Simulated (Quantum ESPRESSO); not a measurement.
**MgI2 (P-3m1) under small displacements**

```
MgI2
1.0
    4.19568     0.00000     0.00000
   -2.09784     3.63357     0.00000
    0.00000     0.00000     7.10573
Mg I
1 2
Direct
  0.00000   0.00000   0.00000
  0.33333   0.66667   0.23408
  0.66667   0.33333   0.76592
```
The cell comes from the Materials Project (a computed structure). It is MgI2 in P-3m1; whether this form has been observed was not checked. Stability against distortions was not tested. The layers lie 3.8 Å apart; this gap hangs on dispersion, and neither it nor the stacking was checked against the measured crystal.

The last row's change in full: I2 and its equivalents moved by 0.04 Å along (0.00, 0.00, -1.00), space group kept; the other rows go along the same path.

Method: shieldings by PBE GIPAW (a modified build of Quantum ESPRESSO, JTH PAW datasets), 20 Ha, k-mesh 7×7×4 shifted, f-sum rule met within 0.02 %. Values are those of the named site's first atom. These are absolute shieldings with no macroscopic susceptibility term; δ = σ_ref − σ needs a reference computed alike. In our sweeps, cutoffs and meshes of this size left a few ppm, and up to some 20 ppm on atoms from Zn on. No spin–orbit coupling; I is the heaviest element present. No d partial waves on Mg, I: the paramagnetic term there is incompletely reconstructed.

Unchanged cell: σ_iso I (ppm) = 3843.5.

Question: How do these values move along the path (displacement (Å): -0.04, +0.04)?

Answer: 
```
displacement (Å)  σ_iso I (ppm)
----------------  -------------
-0.04                    3841.9
0                        3843.5
+0.04                    3838.6
```
